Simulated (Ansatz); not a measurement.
## Ga: frozen-core PAW against all-electron methods

```
Ga
1.0
     1.45000   -4.06500    0.00000
     1.45000    4.06500    0.00000
     0.00000    0.00000    3.17000
Ga
2
Direct
  0.86700 0.13300 0.25000
  0.13300 0.86700 0.75000
```

Atom numbers follow the list: Ga1, Ga2.

Conventional cell: a = 2.900 Å, b = 8.130 Å, c = 3.170 Å, α = 90.00°, β = 90.00°, γ = 90.00°. Around Ga (atom 1) lie 8 Ga at 2.68 to 2.90 Å.

The geometry is COD entry 9012485, unchecked; take it as a test cell.

All numbers are computed: DFT, LDA, PAW with Ansatz's default frozen-core files, scalar-relativistic (Ansatz 0.2.0); DFT, LDA, all-electron PAW with datasets made for the crystal, scalar-relativistic (Ansatz 0.2.0); DFT, LDA, all-electron LAPW, scalar-relativistic (Ansatz 0.2.0).

For PAW: a Γ-centred 12×12×10 k mesh, Fermi–Dirac smearing of 0.08 eV, cutoff 420 eV, no spin polarisation; the PAW files were made with PBE, and the program remakes their frozen cores for this functional. The crystal-made all-electron datasets (AE datasets) take a cutoff of 240 eV at this cell. LAPW targets a basis error of 1 meV/atom. The Ansatz runs share mesh, smearing and spin set-up. Plane-wave (PAW) pressures include the program's estimate of the Pulay term.

Stress and pressure are positive in compression.

```json
{"quantity": "pressure (GPa)", "PAW": "-3.84", "AE datasets": "-3.80", "LAPW": "-3.79"}
{"quantity": "stress xx (GPa)", "PAW": "-5.88", "AE datasets": "-5.85", "LAPW": "-5.84"}
{"quantity": "stress yy (GPa)", "PAW": "-3.02", "AE datasets": "-2.97", "LAPW": "-2.97"}
{"quantity": "stress zz (GPa)", "PAW": "-2.61", "AE datasets": "-2.57", "LAPW": "-2.57"}
{"quantity": "force on Ga1, y (eV/Å)", "PAW": "0.178", "AE datasets": "0.177", "LAPW": "0.177"}
```

PAW's pressure differs from the LAPW value by -0.04 GPa. Datasets made for the crystal and LAPW share parts of one code, so their agreement isn't an independent check.
